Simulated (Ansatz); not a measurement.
A run on CO2

```yaml
crystal:
  lattice:
    - [5.63, 0.0, 0.0]
    - [0.0, 5.63, 0.0]
    - [0.0, 0.0, 5.63]
  atoms:
    - { symbol: C, position: [0.0, 0.0, 0.0] }
    - { symbol: C, position: [0.5, 0.0, 0.5] }
    - { symbol: C, position: [0.5, 0.5, 0.0] }
    - { symbol: C, position: [0.0, 0.5, 0.5] }
    - { symbol: O, position: [0.1198172229, 0.1198172229, 0.1198172229] }
    - { symbol: O, position: [0.3801827771, 0.8801827771, 0.6198172229] }
    - { symbol: O, position: [0.6198172229, 0.3801827771, 0.8801827771] }
    - { symbol: O, position: [0.8801827771, 0.6198172229, 0.3801827771] }
    - { symbol: O, position: [0.8801827771, 0.8801827771, 0.8801827771] }
    - { symbol: O, position: [0.6198172229, 0.1198172229, 0.3801827771] }
    - { symbol: O, position: [0.3801827771, 0.6198172229, 0.1198172229] }
    - { symbol: O, position: [0.1198172229, 0.3801827771, 0.6198172229] }
kpoints:
  mp_grid: { grid: [4, 4, 4] }
scf:
  occupations: { method: fermi_dirac, width: 0.02 }
  max_iter: 80
hamiltonian:
  xc: pbe
  pseudopotentials: { kind: paw }
  hubbard: { sites: [{ species: O, l: f, u_eff: 30.0 }] }
output:
  forces: true
  stress: true
  populations: true
  efg: { quadrupole_moments_barn: { O: -0.02558 }, contact_densities: true }
```

```sh
ansatz run input.yaml --threads 1 --pin off --max-ram 2560MiB --backend cpu --events-out ev --progress --plain --runs-dir out
```

Question: What happens when this input is run?

Answer: The input was rejected before any iteration. The input holds a U on a shell that isn't there. The program says:

```
Error: inconsistent input (hamiltonian.hubbard.sites[].l, hamiltonian.hubbard.sites[].shell): the file of O doesn't list 4f, and it can't be added: PBE doesn't bind the shell 4f of the free atom, whose level lies at +1.15 eV. Type an atom or ion with it (hamiltonian.pseudopotentials.projection_atoms), take another file or name another shell
```

Against a sound input the change was `hamiltonian.hubbard`: not typed → {sites: [{species: O, l: f, u_eff: 30.0}]}; `scf.max_iter`: not typed → 80.

With the sound settings the run converges and gives V_zz (10²¹ V/m²) C -2.92 (η 0.00), O 7.18 (η 0.00). These hold for the positions as typed, which a relaxation reached. The database entry as given showed forces above 3 eV/Å or a pressure above 30 GPa, though relaxing it moves no atom far.
